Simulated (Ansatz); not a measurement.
## Structure relaxation of YMg7

Method: Ansatz 0.2.0, DFT r2SCAN, scalar-relativistic, plane waves, PAW. Cutoff 500 eV, Γ-centred k mesh, Gaussian smearing, no spin polarisation in the final step.

This is the end of a relaxation of cell and atoms.

```yaml
crystal:
  lattice:
    - [6.60063, 0.00000, 0.00000]
    - [-3.30031, 5.71631, 0.00000]
    - [0.00000, 0.00000, 5.15442]
  atoms:
    - { symbol: Y, position: [0.00000, 0.00000, 0.00000] }
    - { symbol: Mg, position: [0.00788, 0.50394, 0.00000] }
    - { symbol: Mg, position: [0.49606, 0.99212, 0.00000] }
    - { symbol: Mg, position: [0.49606, 0.50394, 0.00000] }
    - { symbol: Mg, position: [0.17007, 0.82993, 0.50000] }
    - { symbol: Mg, position: [0.17007, 0.34014, 0.50000] }
    - { symbol: Mg, position: [0.65986, 0.82993, 0.50000] }
    - { symbol: Mg, position: [0.66667, 0.33333, 0.50000] }
```

What space group does it have?

P-6m2 (No. 187). Conventional cell: a = 6.601 Å, c = 5.154 Å. Around Y lie 12 Mg at 3.23–3.30 Å; Mg on Wyckoff site j (3 atoms of the primitive cell) is coordinated by 10 Mg at 3.18–3.38 Å and 2 Y at 3.30 Å; Mg on Wyckoff site k (3 atoms of the primitive cell) is coordinated by 10 Mg at 3.18–3.37 Å and 2 Y at 3.23 Å; around Mg on Wyckoff site f (1 atom of the primitive cell) lie 12 Mg at 3.23–3.30 Å.

Is it a metal?

Yes, bands cross the Fermi level on the 6×6×8 mesh.

The final run used a 6×6×8 mesh on its 8-atom cell and 0.10 eV smearing.

Cost: 2 runs of about 3.3 core-minutes in all, on Arm Neoverse V2 (shared hosts).